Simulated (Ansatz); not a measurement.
GaSn: stable or not

It was reached by relaxing an invented guess, and it needn't be the stable form of this composition.

Computed with DFT PBE, scalar-relativistic, plane waves, PAW (Ansatz 0.2.0). Settings of the last relaxation (2-atom cell): 420 eV, 16×16×16 k points, Gaussian smearing of 0.10 eV, no spin polarisation.

```
Ga Sn
1.0
     0.00000    2.90038    2.90038
     2.90038    0.00000    2.90038
     2.90038    2.90038    0.00000
Ga Sn
1 1
Direct
  0.50000 0.50000 0.50000
  0.00000 0.00000 0.00000
```

Energies over the elements count from the elements' standard structures at the same level, with no fitted energy shifts. The references include grey tin.

**Question.** These tests were run: energy against the elements; phonons at Γ; elastic tensor. What do they show?

**Answer.**

```
                       test                        result
energy against the elements                 +0.08 eV/atom
               phonons at Γ  lowest optical mode 131 cm⁻¹
             elastic tensor        least eigenvalue 5 GPa
```

It fails one test: energy against the elements. It may still be a metastable minimum. Undecided within the accuracy: elastic tensor.

The run for the phonons used a 16×16×16 k mesh and Fermi–Dirac smearing of 0.15 eV. The run for the elastic tensor used a 16×16×16 k mesh and Fermi–Dirac smearing of 0.15 eV.
